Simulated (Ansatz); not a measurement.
ZnCu$_{2}$SnS$_{4}$:
```xyz
16
Lattice="7.6070 0.0000 0.0000 0.0000 6.6153 0.0000 0.0000 0.0000 6.3042" Properties=species:S:1:pos:R:3 pbc="T T T"
Zn     3.8035     5.5168     3.1597
Zn     0.0000     1.0984     0.0076
Cu     1.9073     2.1940     3.1303
Cu     1.8962     4.4212     6.2825
Cu     5.6997     2.1940     3.1303
Cu     5.7108     4.4212     6.2825
Sn     3.8035     1.0845     0.0040
Sn     0.0000     5.5308     3.1562
S      1.8499     2.2797     0.8427
S      1.9536     4.3356     3.9948
S      5.7571     2.2797     0.8427
S      5.6534     4.3356     3.9948
S      3.8035     1.1313     3.8670
S      0.0000     5.4840     0.7149
S      3.8035     5.4095     0.8159
S      0.0000     1.2058     3.9680
```

Relaxed with r²SCAN. Special points in fractions of this cell's reciprocal vectors: Γ (0.000, 0.000, 0.000); X (0.500, 0.000, 0.000); S (0.500, 0.500, 0.000); Y (0.000, 0.500, 0.000); Z (0.000, 0.000, 0.500); U (0.500, 0.000, 0.500); R (0.500, 0.500, 0.500); T (0.000, 0.500, 0.500).

**Question.** List the band energies nearest the valence-band maximum at these points for the program Ansatz at the r²SCAN level (PAW).

**Answer.** In eV from the valence-band maximum; about four levels below and three above (degenerate sets whole), none deeper than 8.9 eV; points with the same levels are listed once.

```
k                    below                above
-  -----------------------  -------------------
Γ   -0.39 -0.15 -0.12 0.00       0.39 0.98 2.75
X  -0.51 -0.51 -0.46 -0.46  1.46 1.46 2.91 2.91
S  -0.73 -0.73 -0.65 -0.65  1.55 1.55 3.19 3.19
Y  -0.50 -0.48 -0.44 -0.17       1.08 1.16 2.67
Z  -0.48 -0.48 -0.36 -0.36  1.09 1.09 2.56 2.56
U  -0.86 -0.86 -0.85 -0.85  1.59 1.59 3.26 3.26
R  -1.03 -1.03 -0.94 -0.94  1.60 1.60 3.06 3.06
T  -0.91 -0.91 -0.56 -0.56  1.18 1.18 2.55 2.55
```

Space group Pmn2_1. The workflow started from a Materials Project entry (that database holds measured and hypothetical structures alike); the Crystallography Open Database copy checked does not list it. With Zn and Sn taken as one species the cell has the higher symmetry Pmc2_1, so it may be an ordered model of a mixed-site phase. It is not the phase usual at ambient conditions (space group No. 82). The cell was relaxed with r²SCAN under the symmetry of its start; its stability against distortions is not shown here. The run is not spin-polarised. Scalar-relativistic: spin–orbit coupling is off unless named, which matters more the heavier the elements.

Potentials: the later of the program's two PAW sets.
